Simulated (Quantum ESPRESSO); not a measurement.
# Planted mistakes on one cell of BSi2O5F

Calculated results; nothing here was measured. They come from pw.x of Quantum ESPRESSO 7.5, a plane-wave density functional program, with PseudoDojo standard norm-conserving files (v0.5 for PBE, v0.4.1 for LDA and PBEsol). The cells are made up: elements, strain and atom displacements were drawn at random, and nothing was relaxed. There is no spin polarisation, spin-orbit coupling or dispersion term.

The cell has 9 sites of a quartz lattice. Sites 1 to 3 hold B Si Si; sites 4 to 9 hold O O O F O O. Cell vectors in Å: (4.944, -0.010, -0.036); (-2.481, 4.350, 0.094); (-0.040, 0.096, 5.424). Settings: PBE, cutoff 1143 eV, 5 x 5 x 4 k mesh shifted by half a step, Fermi-Dirac smearing of 0.025 eV.

The intended run has a self-consistency threshold of 1e-07 eV, a smearing term of 0.000 eV, a pressure of 0.49 GPa and 11 iterations. Each further run changes one thing: all lengths scaled by 1.0119; atoms of sites 1 and 2 exchanged; cutoff 781 eV; files of PBEsol; one electron removed; smearing 0.7 eV; threshold 0.1 eV. A coarse mesh keeps the shift, and a charged cell sits in a uniform background.

```
run,change of free energy (eV),smearing term -TS (eV),change of P (GPa),largest change of a force component (eV/Å),iterations
A,-2.411,0.000,-4.58,8.186,11
B,1.251,0.000,-11.49,0.036,11
C,0.054,0.000,-4.97,1.155,11
D,-0.160,-0.726,1.41,0.470,12
E,0.013,0.000,3.13,0.128,5
F,9.579,0.000,-2.90,0.220,11
G,-1.999,-0.024,-11.64,2.578,15
```

A rerun of the intended cell at 1437 eV and k mesh 7 x 7 x 6 moved values by no more than 0.002 eV in the cell's energy, 0.03 GPa in stress and 0.003 eV/Å in force.

Question: which change belongs to which run?

## Worked reading

Run E has the fewest iterations, as a run stopped early does. Run D has the largest smearing term, as wide smearing gives. Run C changes the volume by a factor of 1.0361; minus its pressure change over the logarithm of that factor, 140 GPa, is a rough bulk modulus with clamped atoms. Energies from files of another functional, or of a charged cell, have another zero and say nothing on stability; the pressure of a charged cell rests on the program's zero of potential too.

## Key

| run | change |
| --- | --- |
| A | atoms of sites 1 and 2 exchanged |
| B | cutoff 781 eV |
| C | all lengths scaled by 1.0119 |
| D | smearing 0.7 eV |
| E | threshold 0.1 eV |
| F | files of PBEsol |
| G | one electron removed |